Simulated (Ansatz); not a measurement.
Values for one crystal, relaxed and computed with DFT-r²SCAN in the program Ansatz with PAW potentials; other levels are named.

| Item | Result |
|---|---|
| Volume per atom | 15.81 Å³ |
| Electronic character | metallic (no gap) |
| Density of states at the Fermi level | 0.40 states/eV per atom (mean over ±0.08 eV) |
| Formation energy from the elements (no fitted shifts) | -0.53 eV/atom |

**Question.** Pick the material that matches.
A. Zr3Cu4Ge2, P-62m (Zr on 3g, Cu on 1b, Cu on 3f, Ge on 2c)
B. LiLaGe2, Pnma (Ge on 4c, Ge on 4c, La on 4c, Li on 4c)
C. LaGeRu, P4/nmm (La on 2c, Ge on 2c, Ru on 2a)
D. ZrGeSb, P4/nmm (Zr on 2c, Ge on 2a, Sb on 2c)

**Answer.** A, Zr3Cu4Ge2, P-62m (Zr on 3g, Cu on 1b, Cu on 3f, Ge on 2c)

The workflow started from a Materials Project entry (that database holds measured and hypothetical structures alike); the Crystallography Open Database copy checked does not list it. Its standing as an ambient phase is unchecked. The r²SCAN relaxation kept the symmetry of its start; its stability against distortions is not shown here. No spin polarisation was allowed. The references are the lowest solids computed at this level, not always the standard phases. Spin–orbit coupling is left out wherever it is not named.

Potentials: the later of the program's two PAW sets.
